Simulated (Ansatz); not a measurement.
# CaAs$_{2}$Pd$_{2}$ (I4/mmm): electronic heat capacity and spin susceptibility from the density of states

The calculation used DFT r2SCAN, scalar-relativistic, plane waves, PAW (Ansatz).

Settings: cutoff 500 eV, Γ-centred mesh 12×12×12 on the computed 5-atom cell, Gaussian smearing of 0.10 eV; no spin polarisation.

Relaxed cell: I4/mmm, a = 4.299 Å, b = 4.299 Å, c = 10.236 Å, α = 90.00°, β = 90.00°, γ = 90.00°, 5 atoms in the primitive cell. Whether it is the stable form of this composition wasn't checked.

The density of states at the Fermi level is 1.802 states/eV in the cell of 5 atoms (1 formula unit; both spins, tetrahedra on a 18×18×18 mesh).

Task: What Sommerfeld coefficient and Pauli susceptibility does this give?

Result: Per formula unit N(E_F) = 1.802 states/eV. γ = (π²/3) k_B² N(E_F) N_A = 2.357 mJ/(mol K²) per state/eV, so γ = 4.2 mJ/(mol K²), a mole of formula units. χ_P = μ_B² N(E_F) N_A = 3.23×10⁻⁵ emu/mol per state/eV gives 5.8×10⁻⁵ emu/mol. This is the bare band result: a measured γ of the same phase is as a rule larger by a factor 1 + λ from phonons and spin fluctuations, the spin part of χ is larger by the Stoner factor, and a measured χ also holds orbital and core terms. N(E_F) at one energy is sensitive to the mesh where the density of states has sharp peaks.

Cost: 1 run of about 3.8 core-minutes, on Oxide Virtual Turin-like Processor (Zen 5) (shared hosts).